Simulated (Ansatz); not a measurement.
The relaxed structure here is a generated cell of Al: the first start was made by a random draw of sites in a space group, and the end was not matched to a known phase here, so it may be hypothetical. Known forms of Al include space group No. 225.

One starting cell of Al (a randomly generated symmetric cell of Al (space group No. 47)) was relaxed twice with Ansatz (plane waves, PAW, scalar-relativistic): with r2SCAN at 500 eV and with PBE at 420 eV. The r2SCAN result:

```xyz
1
Lattice="2.7060 0.0000 0.0000 0.0000 2.7060 0.0000 0.0000 0.0000 2.7060" Properties=species:S:1:pos:R:3 pbc="T T T"
Al     1.3530     1.3530     1.3530
```

```
quantity                          r2SCAN    PBE
--------------------------------  ------  -----
space group                        Pm-3m  Pm-3m
volume (Å³/atom)                   19.82  20.13
a (Å)                              2.706  2.720
gap (eV, no spin-orbit coupling)    0.00   0.00
```

Both levels end in the same structure; PBE's volume is 1.6 % larger. Neither column is exact.

No spin polarisation in the result.

The run could not lose the symmetry of its start, so the end can be a saddle point.

Ansatz is an electronic-structure program.
